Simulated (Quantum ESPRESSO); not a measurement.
MgIn6SiP8, input and log of a self-consistent run

Computed values, not a measurement. The program is pw.x of Quantum ESPRESSO 7.5 (plane-wave density functional theory). The cell is made up: 16 atoms on a doubled zincblende/diamond lattice, with randomly drawn elements, strain and displacements, not relaxed. PseudoDojo standard norm-conserving files (v0.5 for PBE, v0.4.1 for LDA and PBEsol) set the functional; there is no spin polarisation, spin-orbit coupling or dispersion term, and the masses in the input are unused placeholders.

Input:

```
&control calculation='scf', pseudo_dir='./dojo.nc.sr.pbe.v0_5.standard.upf', outdir='./o', disk_io='low', tprnfor=.true., tstress=.true. /
&system ibrav=0, nat=16, ntyp=4, nbnd=72, ecutwfc=84.00895049, nosym=.true., tot_charge=0,
 occupations='smearing', smearing='fd', degauss=0.0018374661
/
&electrons conv_thr=7.350e-09, electron_maxstep=60, /
ATOMIC_SPECIES
In 1.0 In.upf
Mg 1.0 Mg.upf
P 1.0 P.upf
Si 1.0 Si.upf
CELL_PARAMETERS angstrom
5.9067 -0.0029 0.0579
-0.0036 5.7084 -0.0303
0.1156 -0.0601 11.4037
ATOMIC_POSITIONS angstrom
Mg -0.1071 0.0008 -0.0062
In 0.0901 2.7845 2.8292
In 2.9905 -0.1788 2.7341
In 2.8606 2.9171 0.0236
In 0.0841 0.0664 5.6818
In 0.0963 2.8782 8.5812
Si 2.8903 -0.0589 8.6558
In 3.0296 2.6432 5.8946
P 1.3344 1.5369 1.4586
P 1.4471 4.268 4.2755
P 4.4969 1.5208 4.2185
P 4.4368 4.2629 1.4229
P 1.5858 1.4381 7.1531
P 1.7632 4.3412 9.9974
P 4.3869 1.17 9.9975
P 4.5604 4.3311 7.0768
K_POINTS automatic
4 4 2 1 1 1
```

The log is shortened where brackets say so; the opening notice, blank lines, dates and the lines on written files are dropped, and the path of the files is cut. It prints rydbergs, bohrs and kilobars, and counts compression as positive stress.

```
     Program PWSCF v.7.5
     Parallel version (MPI & OpenMP), running on       4 processor cores
     Number of MPI processes:                 4
     Threads/MPI process:                     1
     [start-up lines left out]
     bravais-lattice index     =            0
     lattice parameter (alat)  =      11.1626  a.u.
     unit-cell volume          =    2594.4558 (a.u.)^3
     number of atoms/cell      =           16
     number of atomic types    =            4
     number of electrons       =       132.00
     number of Kohn-Sham states=           72
     kinetic-energy cutoff     =      84.0090  Ry
     charge density cutoff     =     336.0358  Ry
     scf convergence threshold =      7.3E-09
     mixing beta               =       0.7000
     number of iterations used =            8  plain     mixing
     Exchange-correlation= PBE
                           (   1   4   3   4   0   0   0)
     [axes and pseudopotential details left out]
   Cartesian axes
     site n.     atom                  positions (alat units)
         1        Mg     tau(   1) = (  -0.0181311   0.0001354  -0.0010496  )
         2        In     tau(   2) = (   0.0152531   0.4713911   0.4789584  )
         3        In     tau(   3) = (   0.5062651  -0.0302693   0.4628588  )
         4        In     tau(   4) = (   0.4842742   0.4938391   0.0039953  )
         5        In     tau(   5) = (   0.0142374   0.0112409   0.9618783  )
         6        In     tau(   6) = (   0.0163027   0.4872537   1.4527209  )
         7        Si     tau(   7) = (   0.4893021  -0.0099712   1.4653500  )
         8        In     tau(   8) = (   0.5128844   0.4474703   0.9979034  )
         9        P      tau(   9) = (   0.2259021   0.2601835   0.2469280  )
        10        P      tau(  10) = (   0.2449812   0.7225345   0.7238042  )
        11        P      tau(  11) = (   0.7612852   0.2574579   0.7141546  )
        12        P      tau(  12) = (   0.7511108   0.7216711   0.2408843  )
        13        P      tau(  13) = (   0.2684619   0.2434576   1.2109563  )
        14        P      tau(  14) = (   0.2984941   0.7349266   1.6924710  )
        15        P      tau(  15) = (   0.7426632   0.1980706   1.6924879  )
        16        P      tau(  16) = (   0.7720352   0.7332168   1.1980394  )
     number of k points=    16  Fermi-Dirac smearing, width (Ry)=  0.0018
                       cart. coord. in units 2pi/alat
        k(    1) = (   0.1238061   0.1301109   0.1289278), wk =   0.1250000
        k(    2) = (   0.1263445   0.1287376  -0.1300994), wk =   0.1250000
     [further k points left out]
     Dense  grid:   269993 G-vectors     FFT dimensions: (  72,  64, 125)
     Estimated max dynamical RAM per process >     660.34 MB
     Estimated total dynamical RAM >       2.39 GB
     Initial potential from superposition of free atoms
     starting charge     131.9741, renormalised to     132.0000
     Starting wfcs are   95 randomized atomic wfcs
     total cpu time spent up to now is        6.1 secs
     per-process dynamical memory:   457.3 Mb
     Self-consistent Calculation
     iteration #  1     ecut=    84.01 Ry     beta= 0.70
     Davidson diagonalization with overlap
     ethr =  1.00E-02,  avg # of iterations =  3.5
     Threshold (ethr) on eigenvalues was too large:
     Diagonalizing with lowered threshold
     Davidson diagonalization with overlap
     ethr =  6.89E-04,  avg # of iterations =  2.0
     total cpu time spent up to now is       26.5 secs
     total energy              =   -1035.23440906 Ry
     estimated scf accuracy    <       0.94215909 Ry
     iteration #  2     ecut=    84.01 Ry     beta= 0.70
     Davidson diagonalization with overlap
     ethr =  7.14E-04,  avg # of iterations =  7.6
     total cpu time spent up to now is       40.5 secs
     total energy              =   -1034.78192282 Ry
     estimated scf accuracy    <       2.92078288 Ry
     iteration #  3     ecut=    84.01 Ry     beta= 0.70
     Davidson diagonalization with overlap
     ethr =  7.14E-04,  avg # of iterations =  7.4
     total cpu time spent up to now is       54.6 secs
     total energy              =   -1035.44416550 Ry
     estimated scf accuracy    <       1.45267195 Ry
     iteration #  4     ecut=    84.01 Ry     beta= 0.70
     Davidson diagonalization with overlap
     ethr =  7.14E-04,  avg # of iterations =  3.5
     total cpu time spent up to now is       65.7 secs
     total energy              =   -1035.56432379 Ry
     estimated scf accuracy    <       0.10120841 Ry
     iteration #  5     ecut=    84.01 Ry     beta= 0.70
     Davidson diagonalization with overlap
     ethr =  7.67E-05,  avg # of iterations =  7.9
     total cpu time spent up to now is       79.8 secs
     total energy              =   -1035.57884281 Ry
     estimated scf accuracy    <       0.03051691 Ry
     [iterations 6 to 8 left out]
     iteration #  9     ecut=    84.01 Ry     beta= 0.70
     Davidson diagonalization with overlap
     ethr =  7.04E-08,  avg # of iterations =  4.8
     total cpu time spent up to now is      129.2 secs
     total energy              =   -1035.58544198 Ry
     estimated scf accuracy    <       0.00001388 Ry
     iteration # 10     ecut=    84.01 Ry     beta= 0.70
     Davidson diagonalization with overlap
     ethr =  1.05E-08,  avg # of iterations =  2.0
     total cpu time spent up to now is      139.9 secs
     total energy              =   -1035.58544441 Ry
     estimated scf accuracy    <       0.00000085 Ry
     iteration # 11     ecut=    84.01 Ry     beta= 0.70
     Davidson diagonalization with overlap
     ethr =  6.45E-10,  avg # of iterations =  5.0
     total cpu time spent up to now is      154.9 secs
     total energy              =   -1035.58544485 Ry
     estimated scf accuracy    <       0.00000062 Ry
     iteration # 12     ecut=    84.01 Ry     beta= 0.70
     Davidson diagonalization with overlap
     ethr =  4.67E-10,  avg # of iterations =  2.0
     total cpu time spent up to now is      165.0 secs
     total energy              =   -1035.58544488 Ry
     estimated scf accuracy    <       0.00000015 Ry
     iteration # 13     ecut=    84.01 Ry     beta= 0.70
     Davidson diagonalization with overlap
     ethr =  1.14E-10,  avg # of iterations =  3.1
     total cpu time spent up to now is      175.7 secs
     End of self-consistent calculation
     [lines on levels left out]
!    total energy              =   -1035.58544490 Ry
     estimated scf accuracy    <          4.5E-09 Ry
     smearing contrib. (-TS)   =      -0.00000000 Ry
     internal energy E=F+TS    =   -1035.58544490 Ry
     The total energy is F=E-TS. E is the sum of the following terms:
     one-electron contribution =    -422.43365507 Ry
     hartree contribution      =     286.60935318 Ry
     xc contribution           =    -292.64541929 Ry
     ewald contribution        =    -607.11572372 Ry
     convergence has been achieved in  13 iterations
     Forces acting on atoms (cartesian axes, Ry/au):
     atom    1 type  2   force =     0.02509095    0.00716591    0.00755739
     atom    2 type  1   force =    -0.05667037    0.10116228    0.03803466
     atom    3 type  1   force =    -0.04825676    0.07625940    0.05034559
     atom    4 type  1   force =     0.04000441   -0.04842821    0.02340597
     atom    5 type  1   force =    -0.01205968    0.02123639   -0.03516645
     atom    6 type  1   force =    -0.02346420    0.00259907    0.02353584
     atom    7 type  4   force =     0.06330587    0.02291039   -0.03873551
     atom    8 type  1   force =     0.06282369    0.09506623   -0.09398046
     atom    9 type  3   force =     0.08124987   -0.10572038   -0.08968631
     atom   10 type  3   force =     0.04288026   -0.01647834    0.02654180
     atom   11 type  3   force =    -0.04362383   -0.06488311    0.03671799
     atom   12 type  3   force =     0.05520365   -0.04852222   -0.03563477
     atom   13 type  3   force =    -0.03513940   -0.10024564    0.10280984
     atom   14 type  3   force =    -0.06163030    0.02993103   -0.04184644
     atom   15 type  3   force =    -0.02254622    0.02211302   -0.03992810
     atom   16 type  3   force =    -0.06716793    0.00583418    0.06602895
     Total force =     0.379687     Total SCF correction =     0.000201
     Computing stress (Cartesian axis) and pressure
          total   stress  (Ry/bohr**3)                   (kbar)     P=       51.19
   0.00030890   0.00002655  -0.00029096           45.44        3.91      -42.80
   0.00002655   0.00035000   0.00004834            3.91       51.49        7.11
  -0.00029096   0.00004834   0.00038497          -42.80        7.11       56.63
     init_run     :      5.76s CPU      5.98s WALL (       1 calls)
     electrons    :    167.04s CPU    169.56s WALL (       1 calls)
     forces       :      2.63s CPU      2.67s WALL (       1 calls)
     stress       :      8.02s CPU      8.18s WALL (       1 calls)
     [timing details left out]
     PWSCF        :   3m 3.66s CPU   3m 6.68s WALL
     JOB DONE.
```

In other units: free energy -14089.858 eV for the cell, pressure 5.12 GPa, largest force component 2.718 eV/Å. A rerun of the same cell at another strain at a cutoff of 1437 eV and k mesh 6 x 6 x 4 moved values by no more than 0.016 eV in energy, 0.02 GPa in stress and 0.005 eV/Å in force.